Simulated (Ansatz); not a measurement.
A generator proposed this cell of Ge3P4.

```cif
data_structure
_symmetry_space_group_name_H-M 'I4_1/amd:1'
_symmetry_Int_Tables_number 141
_cell_length_a 6.6166
_cell_length_b 6.6166
_cell_length_c 10.8368
_cell_angle_alpha 90.000
_cell_angle_beta 90.000
_cell_angle_gamma 90.000
_cell_volume 474.43
loop_
_atom_site_label
_atom_site_type_symbol
_atom_site_symmetry_multiplicity
_atom_site_Wyckoff_symbol
_atom_site_fract_x
_atom_site_fract_y
_atom_site_fract_z
_atom_site_occupancy
Ge1 Ge 4 a 0.00000 0.00000 0.00000 1
Ge2 Ge 8 d 0.50000 0.75000 0.12500 1
P1 P 16 h 0.00000 0.22220 0.38390 1
```

These are results of DFT PBE, scalar-relativistic, plane waves, PAW in Ansatz 0.2.0, not measurements. Cutoff 420 eV; k points 4×4×4 on the computed 14-atom cell (Γ-centred); Gaussian smearing, width 0.10 eV; no spin polarisation.

The zero of energy is the elements' standard structures at the same level; no fitted shifts are applied. The references include black phosphorus.

Problem. How far from equilibrium is it?

Solution. The pressure is 23.8 GPa (the mean over three directions, positive in compression), the largest force is 3.44 eV/Å, and the energy is +0.59 eV/atom against the elements. The shortest distance is 2.22 Å.

Problem. How much does it gain on relaxing, and where does it end?

Solution. Relaxing gains about 0.34 eV/atom (the start's value is from the coarse mesh, so the gain is rough) in 12 ionic steps and ends at +0.24 eV/atom on the finer mesh. The symmetry goes from I4_1/amd (No. 141) to Fd-3m (No. 227). The volume per atom grows by 17.1 %, from 16.9 to 19.8 Å³. The shortest distance goes from 2.22 Å (Ge–P) to 2.40 Å (Ge–P). Conventional cell: a = 10.356 Å. Ge on a site of symmetry -43m has 4 P at 2.40 Å; Ge on a site of symmetry -3m is surrounded by 6 P at 2.50 Å; P has 4 Ge at 2.40–2.50 Å.

The last run used an 8×8×8 mesh for its 14-atom cell and Gaussian smearing of 0.10 eV. The end has I4_1/amd (No. 141) at a tolerance of 0.01 Å; the cell shown is made exact in the group found at 0.05 Å. The reference form of P is held partly by dispersion forces, which this level lacks. The relaxation can't lower the symmetry of the start. A structure relaxed within its symmetry needn't be a true minimum.
